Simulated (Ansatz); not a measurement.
Zr2Au:
```cif
data_Au2Zr4
_chemical_formula_sum 'Zr4 Au2'
_space_group_name_H-M_alt 'I4/mmm'
_space_group_IT_number 139
_space_group_name_Hall '-I 4 2'
_cell_length_a 3.29677
_cell_length_b 3.29677
_cell_length_c 11.66870
_cell_angle_alpha 90.000
_cell_angle_beta 90.000
_cell_angle_gamma 90.000
loop_
_atom_site_label
_atom_site_type_symbol
_atom_site_symmetry_multiplicity
_atom_site_Wyckoff_symbol
_atom_site_fract_x
_atom_site_fract_y
_atom_site_fract_z
_atom_site_occupancy
Zr1 Zr 4 e 0.00000 0.00000 0.34011 1
Au1 Au 2 a 0.00000 0.00000 0.00000 1
```
(The calculation used a cell of 3 atoms; values per cell refer to that cell.)

This is the r²SCAN-relaxed structure.

### Question
All from r²SCAN in the plane-wave PAW code Ansatz, unless another level is named. Predict the formation energy from the elements (no fitted shifts).

### Answer
-460 meV/atom.

### Question
What about the density of states at the Fermi level?

### Answer
0.40 states/eV per atom (mean over ±0.08 eV).

The first step of the workflow began from a Materials Project structure, measured or hypothetical; the Crystallography Open Database files this formula in space group No. 139, but the cells were not matched. Its standing as an ambient phase is unchecked. The cell was relaxed with r²SCAN under the symmetry of its start; whether a distortion lowers the energy is not shown. The run is not spin-polarised. The references are the lowest solids computed at this level, not always the standard phases. Spin–orbit coupling is left out wherever it is not named.

Potentials: the later of the program's two PAW sets.
